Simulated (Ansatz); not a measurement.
TiC in space group P6/mmm (No. 191; Ti on 3f, C on 1a, C on 2d) under volume change, PBE (plane waves, PAW; program Ansatz), shape and atoms relaxed at each volume.

| V (Å³/atom) | E − E(relaxed) (meV/atom) | P (GPa) |
|---|---|---|
| 11.075 | 65.5 | 20.74 |
| 11.440 | 27.6 | 12.76 |
| 11.805 | 6.5 | 5.89 |
| 12.171 | 0.0 | -0.01 |
| 12.536 | 5.9 | -5.08 |
| 12.901 | 22.6 | -9.43 |
| 13.266 | 48.5 | -13.17 |

### Question
What does a third-order Birch–Murnaghan fit give for V₀, B₀ and B′?

### Answer
V₀ = 12.17 Å³/atom, B₀ = 182 GPa, B′ = 4.0.

The cell is a constructed one: a structure type filled with these elements; neither database checked (COD, Materials Project) lists it. It is not the phase usual at ambient conditions (space group No. 225). The PBE relaxation kept the symmetry of its start; whether a distortion lowers the energy is not shown. The run is not spin-polarised.

Potentials: the later of the program's two PAW sets.
